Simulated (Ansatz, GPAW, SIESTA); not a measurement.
# Sn3Se: programs and potentials compared

```
Sn Se
1.0
     4.74188    0.00000    0.00000
     0.00000    4.74188    0.00000
     0.00000    0.00000    4.74188
Sn Se
3 1
Direct
  0.50000 0.50000 0.00000
  0.50000 0.00000 0.50000
  0.00000 0.50000 0.50000
  0.00000 0.00000 0.00000
```

The cell comes from a database or a generator and needn't be the stable form of this composition.

Alike in all runs: task band structure; functional PBE; k mesh 6 × 6 × 6; occupations fermi-dirac, width 0.05 eV; no spin polarisation; no spin-orbit coupling. Pressure is positive in compression and, in plane waves, holds the error of the finite cutoff.

| program and potentials | plane-wave cutoff (eV) | notes | pressure (GPa) |
| --- | --- | --- | --- |
| Ansatz, all-electron LAPW, scalar-relativistic | - | - | 0.25 |
| SIESTA, files PseudoDojo sr-pbe-0.4.1-standard, DZP (energy shift 0.003 Ry; two zetas on semicore shells) | - | atomic basis; 14.5 valence electrons an atom on average | 1.12 |
| GPAW, GPAW PAW data sets (gpaw-data 1.2.1) | 600 | 12 valence electrons an atom on average | 0.07 |

The pressure spans 0.07 (GPAW, GPAW PAW data sets (gpaw-data 1.2.1)) to 1.12 GPa (SIESTA, files PseudoDojo sr-pbe-0.4.1-standard, DZP (energy shift 0.003 Ry; two zetas on semicore shells)), with all-electron results at 0.25. Rows in atomic bases carry the error of their basis and grid, which can be large.

The functional is the same throughout but for its coding, so the spread measures potentials, basis and numerics; runs on potential files found faulty are left out.
